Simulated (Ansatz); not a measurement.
Relaxed-ion elastic tensor of LiF (rock salt, Fm-3m) in GPa (Voigt order), the program Ansatz at the PBEsol level (PAW); density 2.68 g/cm³, 8.04 Å³ per atom.

```tsv
	1	2	3	4	5	6
1	125	45.0	45.0	0.0	0.0	0.0
2	45.0	125	45.0	0.0	0.0	0.0
3	45.0	45.0	125	0.0	0.0	0.0
4	0.0	0.0	0.0	62.0	0.0	0.0
5	0.0	0.0	0.0	0.0	62.0	0.0
6	0.0	0.0	0.0	0.0	0.0	62.0
```

Is the crystal mechanically stable?

Yes: the smallest eigenvalue of C is 62.0 GPa.

Work out the Voigt, Reuss and Hill averages.

K_V = 71.8, K_R = 71.8, K_H = 71.8; G_V = 53.3, G_R = 51.0, G_H = 52.1 GPa.

Give Young's modulus, Poisson's ratio, Pugh's ratio and the universal anisotropy index.

E = 9KG/(3K + G) = 126 GPa; ν = 0.21; K/G = 1.38 (brittle by the Pugh limit of 1.75); A_U = 5G_V/G_R + K_V/K_R − 6 = 0.23.

Estimate the sound speeds and the Debye temperature.

v_l = √((K + 4G/3)/ρ) = 7260 m/s, v_t = √(G/ρ) = 4410 m/s, mean 4870 m/s; Θ = (h/k)(3n/4πV)^(1/3) v_m = 724 K.

Give the Zener ratio and Young's modulus along [100], [110] and [111].

A = 2C44/(C11 − C12) = 1.54; 1/E = S11 − 2(S11 − S12 − S44/2)Γ with Γ = 0, 1/4, 1/3 gives 102, 131, 144 GPa.

Solve the Christoffel equation for the three sound speeds along [100], [110], [111].

Eigenvalues of C_ijkl n_j n_l equal ρv². In km/s, slowest first: [100] 4.81, 4.81, 6.84; [110] 3.87, 4.81, 7.41; [111] 4.21, 4.21, 7.59.

The PBEsol relaxation kept the symmetry of its start.

Potentials: the earlier of the program's two PAW sets. The files were generated under PBE; for other functionals the program regenerates the frozen cores, and for LDA and PBEsol the local potential too.
